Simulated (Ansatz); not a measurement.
AgW:
```
AgW
1.0
    1.35173    -5.51993     0.00000
    1.35173     5.51993     0.00000
    0.00000     0.00000     4.47863
Ag W
2 2
Direct
  0.68584   0.31416   0.25000
  0.31416   0.68584   0.75000
  0.94167   0.05833   0.25000
  0.05833   0.94167   0.75000
```

Relaxed with r²SCAN.

**Question.** Which orbitals make up the states near the Fermi level in the program Ansatz at the r²SCAN level (PAW)?

**Answer.** Within 0.5 eV of the Fermi level: W 5d 75 %, Ag 4d 9 %, W 6s 5 %, outside the projected shells 6 %. Projections are on Löwdin-orthogonalised atomic valence shells; empty p or d shells of many metals are not among them.

**Question.** Tabulate the density of states.

**Answer.** States/eV per cell of 4 atoms, in 0.25 eV bins, energy from the Fermi level.

```csv
E (eV),total,Ag 4d,W 5d,W 6s
-7.85,0.42,0.02,0.01,0.22
-7.60,0.49,0.04,0.01,0.26
-7.35,0.57,0.08,0.02,0.28
-7.10,1.00,0.32,0.05,0.35
-6.85,5.47,3.73,0.48,0.66
-6.60,7.98,6.14,0.73,0.54
-6.35,8.14,6.68,0.64,0.36
-6.10,6.26,5.15,0.53,0.20
-5.85,9.21,7.54,1.08,0.18
-5.60,8.17,6.54,1.07,0.18
-5.35,6.73,5.52,0.74,0.18
-5.10,8.81,7.63,0.71,0.17
-4.85,7.92,6.79,0.72,0.15
-4.60,7.78,6.79,0.62,0.14
-4.35,4.32,3.65,0.34,0.14
-4.10,3.29,2.33,0.51,0.16
-3.85,2.76,1.25,0.92,0.21
-3.60,2.46,0.78,1.18,0.19
-3.35,2.88,0.85,1.57,0.22
-3.10,3.24,1.04,1.80,0.20
-2.85,3.45,0.81,2.17,0.26
-2.60,3.79,0.70,2.53,0.28
-2.35,3.93,0.65,2.74,0.23
-2.10,3.47,0.50,2.52,0.14
-1.85,4.27,0.53,3.24,0.15
-1.60,3.90,0.39,2.95,0.20
-1.35,2.99,0.31,2.19,0.16
-1.10,2.96,0.27,2.19,0.11
-0.85,2.46,0.19,1.77,0.09
-0.60,2.18,0.17,1.51,0.09
-0.35,1.86,0.18,1.36,0.08
-0.10,2.21,0.21,1.63,0.11
0.15,2.51,0.25,1.89,0.14
0.40,3.15,0.29,2.44,0.19
0.65,2.60,0.20,2.05,0.10
0.90,1.79,0.11,1.40,0.06
1.15,2.25,0.11,1.69,0.08
1.40,2.64,0.10,1.98,0.12
1.65,2.75,0.09,2.02,0.14
1.90,2.68,0.09,1.93,0.15
2.15,2.97,0.09,2.18,0.16
2.40,3.30,0.10,2.49,0.16
2.65,3.38,0.11,2.50,0.18
2.90,2.60,0.08,1.92,0.18
3.15,2.19,0.05,1.59,0.17
3.40,1.87,0.04,1.32,0.15
3.65,1.94,0.03,1.35,0.16
3.90,1.97,0.03,1.35,0.16
4.15,1.95,0.03,1.28,0.17
4.40,1.97,0.03,1.24,0.18
4.65,1.49,0.02,0.73,0.17
```

Space group Cmcm. The start of the workflow was typed in or built on a structure type; neither database checked (COD, Materials Project) lists it. Whether it is the stable phase at ambient conditions was not checked. Symmetry was held in the r²SCAN relaxation; whether a distortion lowers the energy is not shown. No spin polarisation was allowed. Its formation energy is positive at this level, so the cell may be metastable or incomplete. Spin–orbit coupling is left out wherever it is not named.

Potentials: the earlier of the program's two PAW sets.
